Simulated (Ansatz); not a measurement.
## Data sheet: Mg$_{2}$Pt (DFT)

Mg2Pt:
```
CELL_PARAMETERS angstrom
     -3.12379     3.12379     2.78193
      3.12379    -3.12379     2.78193
      3.12379     3.12379    -2.78193
ATOMIC_POSITIONS crystal
  Mg 0.68342 0.81658 0.50000
  Mg 0.31658 0.18342 0.50000
  Mg 0.81658 0.31658 0.13316
  Mg 0.18342 0.68342 0.86684
  Pt 0.25000 0.25000 0.00000
  Pt 0.75000 0.75000 0.00000
```

Space group I4/mcm (No. 140); conventional cell a = b = 6.248 Å, c = 5.564 Å, α = β = γ = 90.00°.

Method: LDA (plane waves, PAW; program Ansatz). Geometry: relaxed at this level of theory. Other levels are named where they apply.

Cell and energy:

```yaml
volume_per_atom: 18.10 Å³
density: 7.45 g/cm³
Formation energy from the elements (no fitted shifts): -0.71 eV/atom
```

Electronic structure:

```yaml
electronic_character: metallic (no gap)
Density of states at the Fermi level: 0.19 states/eV per atom (mean over ±0.08 eV)
```

Mechanics:

```yaml
Bulk modulus (Birch–Murnaghan fit): 77.8 GPa
Pressure derivative B′: 5.2
```

Phonons:

```yaml
highest_zone_centre_frequency: 316 cm⁻¹
zone_centre_stability: no imaginary mode at Γ
```

The first step of the workflow began from a Materials Project structure, measured or hypothetical; the Crystallography Open Database copy checked does not list it. Its standing as an ambient phase is unchecked. The LDA relaxation kept the symmetry of its start. The run is not spin-polarised. As this level gives no gap, phonon frequencies hold no LO–TO term and depend on the k-mesh and smearing (Fermi–Dirac, 0.1 eV here). Axis ratios of metals converge slowly with the k-mesh, so a and c are less sure than the volume. The references are the lowest solids computed at this level, not always the standard phases. Scalar-relativistic: spin–orbit coupling is off unless named, which matters more the heavier the elements.

Potentials: the later of the program's two PAW sets.
